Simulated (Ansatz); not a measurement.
TiTe: computed property card

TiTe:
```cif
data_Te2Ti2
_chemical_formula_sum 'Te2 Ti2'
_space_group_name_H-M_alt 'P 1'
_space_group_IT_number 1
_cell_length_a 3.63921
_cell_length_b 3.63921
_cell_length_c 7.59883
_cell_angle_alpha 90.000
_cell_angle_beta 90.000
_cell_angle_gamma 120.000
loop_
_space_group_symop_operation_xyz
  'x, y, z'
loop_
_atom_site_label
_atom_site_type_symbol
_atom_site_fract_x
_atom_site_fract_y
_atom_site_fract_z
_atom_site_occupancy
Te1 Te 0.00000 0.00000 0.00000 1
Te2 Te 0.00000 0.00000 0.50000 1
Ti1 Ti 0.33333 0.66667 0.25000 1
Ti2 Ti 0.66667 0.33333 0.75000 1
```

Space group P6_3/mmc (No. 194), NiAs type; conventional cell a = b = 3.639 Å, c = 7.599 Å, α = β = 90.00°, γ = 120.00°.

Method: DFT-r²SCAN in the program Ansatz with PAW potentials. Structure relaxed to zero pressure with the same functional. Other levels are named where they apply.

### Cell and energy

```json
{
 "volume_per_atom": "21.79 Å³",
 "density": "6.69 g/cm³",
 "Formation energy from the elements (no fitted shifts)": "-0.43 eV/atom"
}
```

### Electronic structure

```json
{
 "electronic_character": "metallic (no gap)",
 "Density of states at the Fermi level": "0.23 states/eV per atom (mean over ±0.08 eV)",
 "Gap with spin–orbit coupling": "none (metallic)"
}
```

### Mechanics

```json
{
 "Bulk modulus (Birch–Murnaghan fit)": "82.2 GPa",
 "Pressure derivative B′": "4.4"
}
```

### Charges

```json
{
  "bader_charges": "Te -1.15, Ti +1.15 e"
}
```

The workflow started from an entry of the Crystallography Open Database (COD). Whether it is the stable phase at ambient conditions was not checked. The r²SCAN relaxation kept the symmetry of its start; whether a distortion lowers the energy is not shown. No spin polarisation was allowed. The references are the lowest solids computed at this level, not always the standard phases. Scalar-relativistic: spin–orbit coupling is off unless named, which matters more the heavier the elements.

Potentials: the later of the program's two PAW sets.
